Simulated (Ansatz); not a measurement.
Cr2C in space group P-3m1 (No. 164; Cr on 2d, C on 1b) at seven volumes, the program Ansatz at the r²SCAN level (PAW), shape and atoms relaxed at each. One row is withheld.

```csv
V (Å³/atom),P (GPa)
8.791,?
9.081,19.31
9.371,8.85
9.661,0.02
9.951,-7.42
10.240,-13.62
10.530,-18.72
```

### Question
Fit the shown pressures and predict the withheld one.

### Answer
P = (3/2)B₀(x^(7/2) − x^(5/2))[1 + (3/4)(B′ − 4)(x − 1)] with x = (V₀/V)^(2/3). Least squares on the six rows gives V₀ = 9.661 Å³/atom, B₀ = 269 GPa, B′ = 4.88. At V = 8.791, x = 1.0649 and P = 31.98 GPa. The run itself gave 31.62 GPa.

The first step of the workflow began from a Materials Project structure, measured or hypothetical; the Crystallography Open Database copy checked does not list it. Its standing as an ambient phase is unchecked. The r²SCAN relaxation kept the symmetry of its start; of distortions, only those at the zone centre were tested. No spin polarisation was allowed.

Potentials: the later of the program's two PAW sets.
